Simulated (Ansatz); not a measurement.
BeTe:
```xyz
2
Lattice="0.0000 2.8286 2.8286 2.8286 0.0000 2.8286 2.8286 2.8286 0.0000" Properties=species:S:1:pos:R:3 pbc="T T T"
Be     4.2429     4.2429     4.2429
Te     2.8286     2.8286     2.8286
```

Relaxed with r²SCAN. Special points in fractions of this cell's reciprocal vectors: Γ (0.000, 0.000, 0.000); X (0.500, 0.000, 0.500); U (0.625, 0.250, 0.625); K (0.375, 0.375, 0.750); L (0.500, 0.500, 0.500); W (0.500, 0.250, 0.750).

Task: List the band energies nearest the valence-band maximum at these points for plane-wave PAW r²SCAN with spin–orbit coupling (Ansatz code).

Result: In eV from the valence-band maximum; about four levels below and three above (degenerate sets whole), none deeper than 8.9 eV; points with the same levels are listed once.

```json
[
 {"k": "Γ", "below": "0.00 0.00 0.00 0.00", "above": "3.72 3.72 3.77 3.77 3.77 3.77"},
 {"k": "X", "below": "-3.18 -3.18 -2.78 -2.78", "above": "2.09 2.09 2.73 2.73"},
 {"k": "U", "below": "-4.38 -4.09 -2.55 -2.53", "above": "2.80 2.82 5.40"},
 {"k": "L", "below": "-1.70 -1.70 -1.20 -1.20", "above": "3.23 3.23 4.72 4.72"},
 {"k": "W", "below": "-4.32 -3.86 -3.51 -3.45", "above": "5.34 5.38 5.80"}
]
```

Space group F-43m (zinc blende). The r²SCAN relaxation kept the symmetry of its start; of distortions, only those at the zone centre were tested. The volume moved by 29 % from the start of the relaxation.

Potentials: the later of the program's two PAW sets.
